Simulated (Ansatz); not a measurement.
Mo$_{3}$S$_{4}$ in space group R-3 (No. 148; Mo on 18f, S on 6c, S on 18f) under volume change, LDA in the plane-wave PAW code Ansatz, shape and atoms relaxed at each volume.

```csv
V (Å³/atom),E − E(relaxed) (meV/atom),P (GPa)
17.141,18.8,5.83
17.688,4.4,2.68
18.235,0.0,-0.01
18.782,4.0,-2.29
19.329,15.2,-4.21
```

Problem. What does a third-order Birch–Murnaghan fit give for V₀, B₀ and B′?

Solution. V₀ = 18.23 Å³/atom, B₀ = 82.2 GPa, B′ = 4.5.

The workflow started from an entry of the Crystallography Open Database (COD). Its standing as an ambient phase is unchecked. The cell was relaxed with LDA under the symmetry of its start; of distortions, only those at the zone centre were tested. No spin polarisation was allowed.

Potentials: the later of the program's two PAW sets.
